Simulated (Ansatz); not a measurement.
C:
```cif
data_C6
_chemical_formula_sum 'C6'
_space_group_name_H-M_alt 'P 1'
_space_group_IT_number 1
_cell_length_a 2.58231
_cell_length_b 2.58231
_cell_length_c 5.96932
_cell_angle_alpha 90.000
_cell_angle_beta 90.000
_cell_angle_gamma 90.000
loop_
_space_group_symop_operation_xyz
  'x, y, z'
loop_
_atom_site_label
_atom_site_type_symbol
_atom_site_fract_x
_atom_site_fract_y
_atom_site_fract_z
_atom_site_occupancy
C1 C 0.00000 0.00000 0.75000 1
C2 C 0.00000 0.00000 0.25000 1
C3 C 0.50000 0.00000 0.88791 1
C4 C 0.50000 0.00000 0.11209 1
C5 C 0.00000 0.50000 0.38791 1
C6 C 0.00000 0.50000 0.61209 1
```

Relaxed with PBEsol.

**Question.** Which orbitals make up the states near the Fermi level in plane-wave PAW PBEsol (Ansatz code)?

**Answer.** Within 0.5 eV of the Fermi level: C 2p 98 %. Projections are on Löwdin-orthogonalised atomic valence shells; empty p or d shells of many metals are not among them.

**Question.** Tabulate the density of states.

**Answer.** States/eV per cell of 6 atoms, in 0.25 eV bins, energy from the Fermi level.

| E (eV) | total | C 2p | C 2s |
|---|---|---|---|
| -7.85 | 1.37 | 1.19 | 0.17 |
| -7.60 | 1.37 | 1.20 | 0.16 |
| -7.35 | 1.48 | 1.31 | 0.16 |
| -7.10 | 1.56 | 1.40 | 0.16 |
| -6.85 | 1.80 | 1.62 | 0.17 |
| -6.60 | 2.10 | 1.93 | 0.17 |
| -6.35 | 1.89 | 1.76 | 0.12 |
| -6.10 | 1.78 | 1.67 | 0.10 |
| -5.85 | 1.88 | 1.78 | 0.10 |
| -5.60 | 2.19 | 2.08 | 0.11 |
| -5.35 | 2.27 | 2.16 | 0.10 |
| -5.10 | 2.66 | 2.52 | 0.13 |
| -4.85 | 2.32 | 2.20 | 0.11 |
| -4.60 | 2.15 | 2.05 | 0.10 |
| -4.35 | 2.29 | 2.17 | 0.11 |
| -4.10 | 1.92 | 1.85 | 0.07 |
| -3.85 | 1.61 | 1.56 | 0.05 |
| -3.60 | 1.35 | 1.30 | 0.04 |
| -3.35 | 0.88 | 0.85 | 0.03 |
| -3.10 | 0.72 | 0.68 | 0.03 |
| -2.85 | 0.63 | 0.60 | 0.03 |
| -2.60 | 0.60 | 0.57 | 0.03 |
| -2.35 | 0.59 | 0.56 | 0.02 |
| -2.10 | 0.60 | 0.57 | 0.02 |
| -1.85 | 0.62 | 0.59 | 0.02 |
| -1.60 | 0.63 | 0.60 | 0.02 |
| -1.35 | 0.65 | 0.63 | 0.02 |
| -1.10 | 0.71 | 0.69 | 0.02 |
| -0.85 | 0.77 | 0.74 | 0.01 |
| -0.60 | 0.97 | 0.95 | 0.01 |
| -0.35 | 1.19 | 1.17 | 0.01 |
| -0.10 | 0.82 | 0.81 | 0.01 |
| 0.15 | 0.57 | 0.55 | 0.01 |
| 0.40 | 0.46 | 0.44 | 0.01 |
| 0.65 | 0.39 | 0.37 | 0.01 |
| 0.90 | 0.32 | 0.29 | 0.02 |
| 1.15 | 0.46 | 0.40 | 0.04 |
| 1.40 | 0.58 | 0.51 | 0.05 |
| 1.65 | 0.71 | 0.62 | 0.06 |
| 1.90 | 0.90 | 0.80 | 0.07 |
| 2.15 | 1.10 | 0.97 | 0.10 |
| 2.40 | 0.81 | 0.71 | 0.07 |
| 2.65 | 0.77 | 0.67 | 0.07 |
| 2.90 | 0.83 | 0.73 | 0.07 |
| 3.15 | 0.93 | 0.82 | 0.08 |
| 3.40 | 1.27 | 1.09 | 0.13 |
| 3.65 | 1.21 | 1.05 | 0.12 |
| 3.90 | 1.05 | 0.90 | 0.10 |
| 4.15 | 0.98 | 0.84 | 0.10 |
| 4.40 | 0.94 | 0.79 | 0.10 |
| 4.65 | 0.97 | 0.81 | 0.11 |

Space group P4_2/mmc. The start of the workflow was typed in or built on a structure type; neither database checked (COD, Materials Project) lists it. It is not the phase usual at ambient conditions (space group No. 194, 227). Symmetry was held in the PBEsol relaxation; of distortions, only those at the zone centre were tested.

Potentials: the later of the program's two PAW sets.
